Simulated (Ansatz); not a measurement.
Nb (bcc (W type), Im-3m) under volume change, DFT-r²SCAN in the program Ansatz with PAW potentials, scaled uniformly.

```csv
V (Å³/atom),E − E(relaxed) (meV/atom),P (GPa)
16.386,___,___
16.926,38.4,11.95
17.466,9.1,5.56
18.007,0.0,0.00
18.547,___,___
19.087,31.8,-9.00
19.627,68.4,-12.67
```

Complete the blanks.


- 18.547, E − E(relaxed) (meV/atom): 8.3
- 18.547, P (GPa): -4.82
- 16.386, E − E(relaxed) (meV/atom): 90.8
- 16.386, P (GPa): 19.32

What does a third-order Birch–Murnaghan fit give for V₀, B₀ and B′?

V₀ = 18.01 Å³/atom, B₀ = 172 GPa, B′ = 3.7.

The r²SCAN relaxation kept the symmetry of its start. No spin polarisation was allowed.

Potentials: the earlier of the program's two PAW sets.
